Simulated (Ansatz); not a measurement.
## ZnCu (CsCl type), energy against volume

ZnCu (CsCl type)

```cif
data_CuZn
_chemical_formula_sum 'Zn1 Cu1'
_space_group_name_H-M_alt 'P 1'
_space_group_IT_number 1
_cell_length_a 2.90828
_cell_length_b 2.90828
_cell_length_c 2.90828
_cell_angle_alpha 90.000
_cell_angle_beta 90.000
_cell_angle_gamma 90.000
loop_
_space_group_symop_operation_xyz
  'x, y, z'
loop_
_atom_site_label
_atom_site_type_symbol
_atom_site_fract_x
_atom_site_fract_y
_atom_site_fract_z
_atom_site_occupancy
Zn1 Zn 0.50000 0.50000 0.50000 1
Cu1 Cu 0.00000 0.00000 0.00000 1
```

This relaxed cell (volume V₀) is scaled evenly in all directions, its shape held. Symmetry pins the atoms to their sites.

These are PBEsol (plane waves to 420 eV, PAW, scalar-relativistic; Ansatz, a first-principles code) values and carry that method's errors. k mesh 16×16×16 (Γ-centred), Fermi-Dirac smearing 0.05 eV. E stands for the smeared free energy. Stress and pressure are positive under compression. ZnCu is run without spin polarisation. ZnCu was relaxed with its symmetry unable to fall. The zero of ΔE is the relaxed starting cell.

| V/V₀ | ΔE (meV/atom) | P (GPa) |
|---|---|---|
| 0.940 | 21 | 9.9 |
| 0.950 | 15 | 8.0 |
| 0.960 | 9 | 6.2 |
| 0.970 | 5 | 4.5 |
| 0.980 | 2 | 2.9 |
| 0.990 | 1 | 1.4 |
| 1.000 | 0 | 0.0 |
| 1.010 | 1 | -1.3 |
| 1.020 | 2 | -2.6 |
| 1.030 | 4 | -3.8 |
| 1.040 | 8 | -4.9 |
| 1.050 | 12 | -5.9 |
| 1.060 | 17 | -6.9 |

Read from the data:

- Pressure at the smallest volume = 9.9 GPa
- Energy cost of the largest compression = 21 meV/atom
- Energy cost of the largest expansion = 17 meV/atom
- Bulk modulus B₀ (third-order Birch-Murnaghan fit) = 137 GPa
- Pressure derivative B₀′ (fit) = 5.0
- Equilibrium volume of the fit = 12.30 Å³/atom
- Pressure for 5 % compression (fit) = 8.0 GPa

(A scan under strain: stresses follow from slopes of the energy per volume, elastic moduli from its curvatures.)
